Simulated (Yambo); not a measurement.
K₂NaScF₆ (space group Fm-3m, No. 225), G0W0@PBEsol in Yambo (2×2×2 mesh, plasmon pole; 8 Ry block, no terminator). The number N of bands in W and G is varied.

```json
[
 {"N": "119", "x = 1/N": "0.00840", "gap Γ → Γ (eV)": "10.327", "shift of the valence edge (eV)": "-2.004"},
 {"N": "170", "x = 1/N": "0.00588", "gap Γ → Γ (eV)": "10.197", "shift of the valence edge (eV)": "-2.074"},
 {"N": "238", "x = 1/N": "0.00420", "gap Γ → Γ (eV)": "10.157", "shift of the valence edge (eV)": "-2.152"},
 {"N": "304", "x = 1/N": "0.00329", "gap Γ → Γ (eV)": "?", "shift of the valence edge (eV)": "?"}
]
```

### Question
Basis-set arguments suggest E = E∞ + A x. Fix A and E∞ from the two rows above the withheld one, predict the row at 304 bands, and test the form.

### Answer
Gap: A = (10.157 − (10.197))/(0.00420 − 0.00588) = 23.8, E∞ = 10.057 eV, so 10.135 eV is predicted; the run gave 10.162 eV (miss 27 meV). The first two rows have slope 51.6, so the form doesn't hold yet over the whole range. Shift: A = (-2.152 − (-2.074))/(0.00420 − 0.00588) = 46.4, E∞ = -2.347 eV, so -2.194 eV is predicted; the run gave -2.215 eV (miss 21 meV). The first two rows have slope 27.8, so the form doesn't hold yet over the whole range. The other settings are held fixed.

Geometry of the Materials Project entry, not relaxed at this level; primitive cell a = 6.088 Å, b = 6.088 Å, c = 6.088 Å, α = 60.00°, β = 60.00°, γ = 60.00°.

A shift is the quasiparticle energy of the state minus its PBEsol energy.
